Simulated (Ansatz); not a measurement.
Ansatz (a quantum-chemistry and plane-wave program) input:

Ansatz 0.2 input:
```yaml
crystal:
  lattice:
    - [2.9224808243, 0.0, 0.0]
    - [-1.4612404121, 2.5309426359, 0.0]
    - [0.0, 0.0, 9.1940146175]
  atoms:
    - { symbol: Ti, position: [0.6666666667, 0.3333333333, 0.0] }
    - { symbol: Ti, position: [0.3333333333, 0.6666666667, 0.7505323871] }
    - { symbol: Ti, position: [0.3333333333, 0.6666666667, 0.2494676129] }
    - { symbol: Al, position: [0.6666666667, 0.3333333333, 0.5] }
kpoints:
  mp_grid: { grid: [23, 23, 7] }
hamiltonian:
  xc: r2scan
  pseudopotentials: { kind: paw }
scf:
  occupations: { method: fermi_dirac, width: 0.1 }
elastic: { mode: relaxed_ion, stencil: two_point, amplitude: 0.005, f_tol: 0.0005 }
```

Output (shortened):

```
Pseudopotentials: kind: paw
Pseudopotential: Ti, paw, valence charge 12
Pseudopotential: Al, paw, valence charge 3
Functional definition: r2SCAN
Crystal: 4 atoms, lattice volume = 68.005 Å³
Basis set: ecut = 500 eV, 1737 PW (Γ), exchange–correlation on 96×96×288 points (64 copies of the dense FFT grid, shifted against one another)
Bands: 24, of which v1, the nominal top of the filled ones, is band 20 counted from 1 (19 counted from 0)
Symmetry: 12 space group operations
Space group: P-6m2 (ITA 187), of the structure as read, at distance tolerance 4.1e-5 Å
k-points: 224 of 3703 (time reversal used)
PAW frozen core: Ti, regenerated for the run's functional
PAW frozen core: Al, regenerated for the run's functional
Initial wavefunctions: pseudopotential atomic-orbital guess
Eigensolver: davidson
Functional: x = r2scan, c = r2scan; τ floored in thin density (d = 2e-4 eV/Å³)
all-band conjugate gradients solve this SCF's bands
SCF 1 converged in 13 iterations: F = -8054.143532 eV  dr2 = 1.48e-14
relax step   1: F+E_penalty+E_count = -8054.14353186 eV  Δ(F+E_penalty+E_count) = +0.000e0 eV  max|allowed force component| = 3.006e-2 eV/Å  Δτ_max = 0.0000 Å  (13 SCF iters, accepted)
Crystal: 4 atoms, lattice volume = 68.005 Å³
Initial density: handed on by an earlier stage of this run
Initial wavefunctions: pseudopotential atomic-orbital guess (no wavefunctions were taken with the density)
SCF 2 converged in 15 iterations: F = -8054.143510 eV  dr2 = 4.41e-14
relax step   2: F+E_penalty+E_count = -8054.14350967 eV  Δ(F+E_penalty+E_count) = +2.219e-5 eV  max|allowed force component| = 3.296e-2 eV/Å  Δτ_max = 0.0075 Å  (15 SCF iters, rejected (line search))
density extrapolation: transplant  |δρ|_rms = 3.291e-2 e/Å³  SAD shift = 8.668e-3 e/Å³
Crystal: 4 atoms, lattice volume = 68.005 Å³
Initial wavefunctions: those handed on with the density
SCF 3 converged in 11 iterations: F = -8054.143640 eV  dr2 = 6.99e-14
relax step   3: F+E_penalty+E_count = -8054.14363980 eV  Δ(F+E_penalty+E_count) = -1.079e-4 eV  max|allowed force component| = 3.737e-5 eV/Å  Δτ_max = 0.0036 Å  (11 SCF iters, accepted)
Crystal: 4 atoms, lattice volume = 68.005 Å³
SCF 4 converged in 6 iterations: F = -8054.143640 eV  dr2 = 6.98e-14
Crystal: 4 atoms, lattice volume = 68.005 Å³
SCF 5 converged in 2 iterations: F = -8054.143640 eV  dr2 = 4.47e-14
Crystal: 4 atoms, lattice volume = 67.665 Å³
Symmetry: 4 space group operations
k-points: 576 of 3703 (time reversal used)
SCF 6 converged in 15 iterations: F = -8054.142546 eV  dr2 = 5.03e-15
relax step   1: F+E_penalty+E_count = -8054.14254605 eV  Δ(F+E_penalty+E_count) = +0.000e0 eV  max|allowed force component| = 1.996e-2 eV/Å  Δτ_max = 0.0000 Å  (15 SCF iters, accepted)
density extrapolation: transplant  |δρ|_rms = 3.302e-2 e/Å³  SAD shift = 9.634e-3 e/Å³
Crystal: 4 atoms, lattice volume = 67.665 Å³
SCF 7 converged in 15 iterations: F = -8054.142702 eV  dr2 = 1.25e-14
relax step   2: F+E_penalty+E_count = -8054.14270173 eV  Δ(F+E_penalty+E_count) = -1.557e-4 eV  max|allowed force component| = 8.598e-3 eV/Å  Δτ_max = 0.0041 Å  (15 SCF iters, accepted)
density extrapolation: transplant  |δρ|_rms = 3.302e-2 e/Å³  SAD shift = 1.098e-2 e/Å³
Crystal: 4 atoms, lattice volume = 67.665 Å³
SCF 8 converged in 12 iterations: F = -8054.142719 eV  dr2 = 5.68e-14
relax step   3: F+E_penalty+E_count = -8054.14271869 eV  Δ(F+E_penalty+E_count) = -1.696e-5 eV  max|allowed force component| = 4.817e-3 eV/Å  Δτ_max = 0.0063 Å  (12 SCF iters, accepted)
density extrapolation: transplant  |δρ|_rms = 3.302e-2 e/Å³  SAD shift = 3.852e-3 e/Å³
Crystal: 4 atoms, lattice volume = 67.665 Å³
SCF 9 converged in 11 iterations: F = -8054.142726 eV  dr2 = 3.24e-14
relax step   4: F+E_penalty+E_count = -8054.14272615 eV  Δ(F+E_penalty+E_count) = -7.461e-6 eV  max|allowed force component| = 1.597e-4 eV/Å  Δτ_max = 0.0023 Å  (11 SCF iters, accepted)
Crystal: 4 atoms, lattice volume = 67.665 Å³
SCF 10 converged in 4 iterations: F = -8054.142726 eV  dr2 = 9.69e-16
Crystal: 4 atoms, lattice volume = 68.345 Å³
Basis set: ecut = 500 eV, 1753 PW (Γ), exchange–correlation on 96×96×288 points (64 copies of the dense FFT grid, shifted against one another)
SCF 11 converged in 13 iterations: F = -8054.142519 eV  dr2 = 3.70e-14
relax step   1: F+E_penalty+E_count = -8054.14251870 eV  Δ(F+E_penalty+E_count) = +0.000e0 eV  max|allowed force component| = 2.010e-2 eV/Å  Δτ_max = 0.0000 Å  (13 SCF iters, accepted)
density extrapolation: transplant  |δρ|_rms = 3.281e-2 e/Å³  SAD shift = 1.614e-2 e/Å³
Crystal: 4 atoms, lattice volume = 68.345 Å³
SCF 12 converged in 12 iterations: F = -8054.142696 eV  dr2 = 3.97e-15
relax step   2: F+E_penalty+E_count = -8054.14269610 eV  Δ(F+E_penalty+E_count) = -1.774e-4 eV  max|allowed force component| = 1.617e-3 eV/Å  Δτ_max = 0.0081 Å  (12 SCF iters, accepted)
density extrapolation: transplant  |δρ|_rms = 3.281e-2 e/Å³  SAD shift = 4.969e-4 e/Å³
Crystal: 4 atoms, lattice volume = 68.345 Å³
SCF 13 converged in 9 iterations: F = -8054.142697 eV  dr2 = 3.02e-14
relax step   3: F+E_penalty+E_count = -8054.14269670 eV  Δ(F+E_penalty+E_count) = -6.034e-7 eV  max|allowed force component| = 8.161e-5 eV/Å  Δτ_max = 0.0005 Å  (9 SCF iters, accepted)
Crystal: 4 atoms, lattice volume = 68.345 Å³
SCF 14 converged in 2 iterations: F = -8054.142697 eV  dr2 = 1.34e-14
Crystal: 4 atoms, lattice volume = 67.665 Å³
SCF 15 converged in 13 iterations: F = -8054.141502 eV  dr2 = 3.90e-14
relax step   1: F+E_penalty+E_count = -8054.14150166 eV  Δ(F+E_penalty+E_count) = +0.000e0 eV  max|allowed force component| = 8.577e-3 eV/Å  Δτ_max = 0.0000 Å  (13 SCF iters, accepted)
density extrapolation: transplant  |δρ|_rms = 3.301e-2 e/Å³  SAD shift = 2.259e-3 e/Å³
Crystal: 4 atoms, lattice volume = 67.665 Å³
SCF 16 converged in 11 iterations: F = -8054.141510 eV  dr2 = 6.10e-15
relax step   2: F+E_penalty+E_count = -8054.14151016 eV  Δ(F+E_penalty+E_count) = -8.507e-6 eV  max|allowed force component| = 2.758e-4 eV/Å  Δτ_max = 0.0010 Å  (11 SCF iters, accepted)
Crystal: 4 atoms, lattice volume = 67.665 Å³
SCF 17 converged in 2 iterations: F = -8054.141510 eV  dr2 = 3.60e-15
Crystal: 4 atoms, lattice volume = 68.345 Å³
SCF 18 converged in 13 iterations: F = -8054.143190 eV  dr2 = 9.11e-15
relax step   1: F+E_penalty+E_count = -8054.14318985 eV  Δ(F+E_penalty+E_count) = +0.000e0 eV  max|allowed force component| = 8.519e-3 eV/Å  Δτ_max = 0.0000 Å  (13 SCF iters, accepted)
density extrapolation: transplant  |δρ|_rms = 3.282e-2 e/Å³  SAD shift = 2.163e-3 e/Å³
Crystal: 4 atoms, lattice volume = 68.345 Å³
SCF 19 converged in 11 iterations: F = -8054.143199 eV  dr2 = 4.94e-15
relax step   2: F+E_penalty+E_count = -8054.14319879 eV  Δ(F+E_penalty+E_count) = -8.938e-6 eV  max|allowed force component| = 5.455e-4 eV/Å  Δτ_max = 0.0010 Å  (11 SCF iters, accepted)
density extrapolation: transplant  |δρ|_rms = 3.282e-2 e/Å³  SAD shift = 1.480e-4 e/Å³
Crystal: 4 atoms, lattice volume = 68.345 Å³
SCF 20 converged in 9 iterations: F = -8054.143199 eV  dr2 = 4.06e-14
relax step   3: F+E_penalty+E_count = -8054.14319883 eV  Δ(F+E_penalty+E_count) = -3.682e-8 eV  max|allowed force component| = 5.407e-8 eV/Å  Δτ_max = 0.0001 Å  (9 SCF iters, accepted)
Crystal: 4 atoms, lattice volume = 68.345 Å³
SCF 21 converged in 2 iterations: F = -8054.143199 eV  dr2 = 3.19e-14
Crystal: 4 atoms, lattice volume = 68.004 Å³
Basis set: ecut = 500 eV, 1745 PW (Γ), exchange–correlation on 96×96×288 points (64 copies of the dense FFT grid, shifted against one another)
Symmetry: 2 space group operations
k-points: 972 of 3703 (time reversal used)
SCF 22 converged in 12 iterations: F = -8054.143282 eV  dr2 = 4.29e-14
relax step   1: F+E_penalty+E_count = -8054.14328237 eV  Δ(F+E_penalty+E_count) = +0.000e0 eV  max|allowed force component| = 5.993e-3 eV/Å  Δτ_max = 0.0000 Å  (12 SCF iters, accepted)
density extrapolation: transplant  |δρ|_rms = 3.291e-2 e/Å³  SAD shift = 4.578e-3 e/Å³
Crystal: 4 atoms, lattice volume = 68.004 Å³
SCF 23 converged in 11 iterations: F = -8054.143294 eV  dr2 = 7.64e-15
relax step   2: F+E_penalty+E_count = -8054.14329425 eV  Δ(F+E_penalty+E_count) = -1.189e-5 eV  max|allowed force component| = 1.523e-4 eV/Å  Δτ_max = 0.0021 Å  (11 SCF iters, accepted)
Crystal: 4 atoms, lattice volume = 68.004 Å³
SCF 24 converged in 2 iterations: F = -8054.143294 eV  dr2 = 4.33e-15
Crystal: 4 atoms, lattice volume = 68.004 Å³
SCF 25 converged in 12 iterations: F = -8054.143282 eV  dr2 = 4.33e-14
relax step   1: F+E_penalty+E_count = -8054.14328237 eV  Δ(F+E_penalty+E_count) = +0.000e0 eV  max|allowed force component| = 5.993e-3 eV/Å  Δτ_max = 0.0000 Å  (12 SCF iters, accepted)
density extrapolation: transplant  |δρ|_rms = 3.291e-2 e/Å³  SAD shift = 4.483e-3 e/Å³
Crystal: 4 atoms, lattice volume = 68.004 Å³
SCF 26 converged in 11 iterations: F = -8054.143294 eV  dr2 = 2.24e-14
relax step   2: F+E_penalty+E_count = -8054.14329425 eV  Δ(F+E_penalty+E_count) = -1.188e-5 eV  max|allowed force component| = 3.053e-4 eV/Å  Δτ_max = 0.0021 Å  (11 SCF iters, accepted)
Crystal: 4 atoms, lattice volume = 68.004 Å³
SCF 27 converged in 2 iterations: F = -8054.143294 eV  dr2 = 1.12e-14
SCF converged after 2 iterations
Stability not checked: this state was not tested for a lower state beside it, because too few of the mixer's solves of this state at the end of the SCF gave a …
Free energy (F): -8054.143640 eV
Harris-Foulkes:  -8054.143640 eV  (|F-HF|=2.73e-12)
Internal energy: -8054.025039 eV  (E = F + TS)
E sigma→0 (E₀):  -8054.084339 eV
Entropy (-TS):   -0.118601 eV (-29.650 meV/atom)
Fermi energy:    11.919433 eV
--- Per-component energies (eV) ---
  E_band       = -537.585558
  E_kinetic    = 840.207027
  E_local      = -3485.959440  (includes V_loc(G=0)·N_el)
  E_nonlocal   = 31.274112
  E_hartree    = 1510.565704
  E_xc         = -315.482221
  E_vxc        = -429.459738  (∫ρ·V_xc dr)
  E_paw        = -3643.109391  (= ΣΔE_a)
  E_vpaw       = -543.304674  (= ΣTr[D̂ρ^β])
  E_aug_tail   = 0.000277  (compensation charges beyond the density's cutoff)
  E_vtau       = 28.525471  (kinetic-family band-sum trace: ∫τ·v_τ [+ j·A + Jᵃ·Aᵃ] dr)
  E_ewald      = -2990.700629
  E_core_change = -0.820479  (= ΣΔE_core)
  E_smearing   = -0.118601  (= −TS)
  E_closure    =  0.000000  (closes the sum)
  Σ components = -8054.143640   (vs F -8054.143640, Δ=0.00e0)
--- Forces (eV/Å), atoms counted from 1 ---
  atom   1  Ti     0.00000000     0.00000000     0.00000000
  atom   2  Ti     0.00000000     0.00000000     0.00003737
  atom   3  Ti     0.00000000     0.00000000    -0.00003737
  atom   4  Al     0.00000000     0.00000000     0.00000000
  max |Σ_I F_I| component: 1.04e-16 eV/Å
--- Stress (GPa, compression-positive) ---
       -0.011161       0.000000       0.000000
        0.000000      -0.011161       0.000000
        0.000000       0.000000       0.392277
  P = ⅓ Tr σ = 0.1233 GPa (1.233 kbar)
  The stress holds the Pulay correction. Without it, at fixed plane waves, as pw.x and ABINIT print it: P = 0.0542 GPa
  The stress includes an estimate of the error left by incomplete SCF convergence (largest component 0.0000 GPa).
--- Band table (eV; the first three rows and the last of 224) ---
  k-point 0: bands = ["-47.1861", "-47.1296", "-47.0734", "-22.6629", "-22.3947", "-22.0996", "-22.0629", "-22.0629", "-22.0158", "-22.0158", "-21.9818", "-21.9818", "2.9292", "6.4667", "6.7195", "9.2979", "11.0366", "12.3311", "12.7254", "12.8612", …
  k-point 1: bands = ["-47.1861", "-47.1296", "-47.0734", "-22.6632", "-22.3941", "-22.0999", "-22.0629", "-22.0629", "-22.0158", "-22.0158", "-21.9818", "-21.9818", "2.9373", "6.1724", "7.0897", "9.2258", "10.9884", "12.3262", "12.7363", "12.8618", …
  k-point 2: bands = ["-47.1861", "-47.1296", "-47.0734", "-22.6638", "-22.3930", "-22.1006", "-22.0629", "-22.0629", "-22.0158", "-22.0158", "-21.9818", "-21.9818", "2.9560", "5.8859", "7.6004", "9.0052", "10.8888", "12.3159", "12.7586", "12.8632", …
  k-point 223: bands = ["-47.0434", "-47.0402", "-47.0377", "-22.5216", "-22.5062", "-22.4578", "-22.3696", "-22.3581", "-22.3025", "-22.2705", "-22.1656", "-22.1521", "9.5684", "9.7217", "10.2870", "10.5304", "10.5644", "10.6455", "10.9286", "11.2467", …
  band table: 24 of 24 bands, residual norms ≤ 1.0e-3 eV
--- Elastic constants: 3 strain directions × 2 members + reference (group order 12) ---
  dense FFT box of the reference and of every strained cell: 24×24×72
  strains applied: 11, 33, 23; error gains …
  reference relaxed by the batch: 3 steps …
  largest displacement 3.6e-3 Å; the constants are those of the deck's cell at these positions:
  atoms:
    - { symbol: Ti, position: [0.6666666666666666, 0.33333333333333326, 0.0] }
    - { symbol: Ti, position: [0.33333333333333337, 0.6666666666666666, 0.7501412548381098] }
    - { symbol: Ti, position: [0.33333333333333337, 0.6666666666666666, 0.24985874516189027] }
    - { symbol: Al, position: [0.6666666666666666, 0.33333333333333326, 0.5] }
  C = ∂σ_k/∂η_j (tension-positive GPa; Voigt order 11 22 33 23 13 12):
       174.308    100.112     64.349      0.000      0.000      0.000
       100.112    174.308     64.349      0.000      0.000      0.000
        64.744     64.744    241.602      0.000      0.000      0.000
         0.000      0.000      0.000     64.578      0.000      0.000
         0.000      0.000      0.000      0.000     64.578      0.000
         0.000      0.000      0.000      0.000      0.000     37.098
  reference stress σ⁰ (GPa):      0.011      0.011     -0.392      0.000      0.000      0.000
  moduli (Voigt/Reuss/Hill, GPa): K = 116.51/116.07/116.29   G = 57.32/51.58/54.45   E = 141.29   ν = 0.298
  mechanically stable: yes (min eigenvalue of sym C = 37.10 GPa)
  strain η (Voigt 11):  stress-route row diagonal C_11 = 174.31 GPa, energy-path curvature d²(F+E_count+ΔE)/dδ²/Ω₀ = 174.31 GPa
         δ    σ_11 (GPa)             F (eV)   n_scf  n_hpsi   n_pw
    -5.000e-3      -0.8737       -8054.1427261       4  182833   1741   relax 4 steps, max|allowed force component| 1.60e-4 eV/Å
     5.000e-3       0.8693       -8054.1426967       2  130456   1768   relax 3 steps, max|allowed force component| 8.16e-5 eV/Å
  strain η (Voigt 33):  stress-route row diagonal C_33 = 241.60 GPa, energy-path curvature d²(F+E_count+ΔE)/dδ²/Ω₀ = 241.60 GPa
         δ    σ_33 (GPa)             F (eV)   n_scf  n_hpsi   n_pw
    -5.000e-3      -1.6194       -8054.1415102       2   50712   1740   relax 2 steps, max|allowed force component| 2.76e-4 eV/Å
     5.000e-3       0.7967       -8054.1431988       2   50562   1756   relax 3 steps, max|allowed force component| 5.41e-8 eV/Å
  strain η (Voigt 23):  stress-route row diagonal C_44 = 64.58 GPa, energy-path curvature d²(F+E_count+ΔE)/dδ²/Ω₀ = 64.68 GPa
         δ    σ_23 (GPa)             F (eV)   n_scf  n_hpsi   n_pw
    -5.000e-3      -0.3229       -8054.1432943       2  221031   1748   relax 2 steps, max|allowed force component| 1.52e-4 eV/Å
     5.000e-3       0.3229       -8054.1432942       2  220596   1748   relax 2 steps, max|allowed force component| 3.05e-4 eV/Å
```

Cost: about 60 core-minutes (a rough figure) on shared cores.

The first step of the workflow began from a Materials Project structure, measured or hypothetical; the Crystallography Open Database copy checked does not list it. With Ti and Al taken as one species the cell has the higher symmetry P6_3/mmc, so it may be an ordered model of a mixed-site phase. It is not the phase usual at ambient conditions (space group No. 194). Symmetry was held in the r²SCAN relaxation; whether a distortion lowers the energy is not shown. No spin polarisation was allowed. As this level gives no gap, shear constants depend on the k-mesh and smearing (Fermi–Dirac, 0.1 eV here). Axis ratios of metals converge slowly with the k-mesh, so a and c are less sure than the volume. On the denser mesh and wider smearing of the elastic run this cell carries a stress of 0.4 GPa.

Potentials: the later of the program's two PAW sets.

Ansatz is a plane-wave DFT program.
